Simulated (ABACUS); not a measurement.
**Worked estimates from a calculation on CdS (P6_3mc, 4 atoms in the cell; from Materials Project mp-672)**

```yaml
crystal:
  lattice:
    - [4.16884, 0.00000, 0.00000]
    - [-2.08442, 3.61032, 0.00000]
    - [0.00000, 0.00000, 6.77962]
  atoms:
    - { symbol: Cd, position: [0.66667, 0.33333, 0.50022] }
    - { symbol: Cd, position: [0.33333, 0.66667, 0.00022] }
    - { symbol: S, position: [0.66667, 0.33333, 0.87678] }
    - { symbol: S, position: [0.33333, 0.66667, 0.37678] }
```

Method: PBE, PseudoDojo 0.5 standard norm-conserving PBE (tails mended) pseudopotentials (plane waves; ABACUS).

Main settings: KPT = MP 5 5 3 0 0 0; basis_type = pw; ecutwfc = 102 Ry; smearing_method = gaussian; smearing_sigma = 0.00146997 Ry; potentials = PseudoDojo 0.5 standard norm-conserving PBE (tails mended); symmetry = 1; ks_solver = dav_subspace.

The structure comes from a collection of computed structures, made at another level of theory; the collection holds predicted forms beside known ones.

The cell holds 688.6 bohr³ and the plane-wave cutoff is 102.0 Ry.

Problem. How many plane waves does a k-point need, and how does the count grow with the cutoff?

Solution. In Rydberg units |k + G|² ≤ E, a sphere of radius √102.0 = 10.100 bohr⁻¹. Each G takes (2π)³/V of reciprocal space, so N = V E^(3/2)/(6π²) = 688.6 × 1030.1/59.218 = 11979. The program's largest count at a k-point is 12005; single k-points scatter about the estimate. The count grows as E^(3/2): 20 % more cutoff means 31 % more plane waves.

A band-structure run on this density gave a gap of 1.16 eV along the path. From the bottom of the conduction band at Γ toward M, the level moves away from the edge by 0.1897 eV at Δk = 0.0870 Å⁻¹ and by 0.5743 eV at Δk = 0.1740 Å⁻¹. From the top of the valence band at Γ toward M, the level moves away from the edge by 0.0173 eV at Δk = 0.0870 Å⁻¹ and by 0.0681 eV at Δk = 0.1740 Å⁻¹.

Problem. Estimate the effective masses, and the wavelength of a photon at the gap.

Solution. For a parabola ΔE = ħ²Δk²/(2m*), with ħ²/(2mₑ) = 3.810 eV Å², so m*/mₑ = 3.810 Δk²/ΔE. At the bottom of the conduction band: 3.810 × 0.0870²/0.1897 = 0.15 from the nearer point and 0.20 from the farther. At the top of the valence band: 3.810 × 0.0870²/0.0173 = 1.67 from the nearer point and 1.69 from the farther. Where the two differ the band is not parabolic over this range, and the mass at the edge lies beyond the nearer value. These are masses along one direction, for the outermost band, at this level of theory and without spin-orbit coupling. The gap corresponds to λ = 1239.8 nm eV/1.16 eV = 1069 nm; semi-local functionals usually give gaps below the measured ones.

“Tails mended”: in these copies of the files the far tail of each local potential was reset to the Coulomb form.
